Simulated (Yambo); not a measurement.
A BSE run in Yambo for K2PtBr6 (space group Fm-3m, No. 225) (LDA bands; 4×4×4 mesh, 20 valence and 5 conduction bands, static screening with 140 bands and a 3 Ry block, scissor 2.04 eV, Tamm-Dancoff; field along x) gives:

```json
[
 {"state": "1", "energy (eV)": "2.41", "states within 2 meV": "3", "relative strength": "0.26", "class": "dark"},
 {"state": "2", "energy (eV)": "2.59", "states within 2 meV": "3", "relative strength": "1.00", "class": "dark"},
 {"state": "3", "energy (eV)": "2.78", "states within 2 meV": "3", "relative strength": "0.23", "class": "dark"},
 {"state": "4", "energy (eV)": "2.87", "states within 2 meV": "3", "relative strength": "0.05", "class": "dark"},
 {"state": "5", "energy (eV)": "2.92", "states within 2 meV": "3", "relative strength": "0.18", "class": "dark"}
]
```

Task: What changes when the window shrinks to 18 valence and 4 conduction bands?

Result: The lowest state goes from 2.407 eV to 2.408 eV, and its distance below the direct gap from 0.572 eV to 0.572 eV. These are vertical excitations (zero momentum). The scissor comes from a G0W0 run whose convergence isn't established.

Spin-orbit coupling is not included.

Geometry of the Materials Project entry, not relaxed at this level; primitive cell a = b = c = 7.3313 Å, α = β = γ = 60.00°.
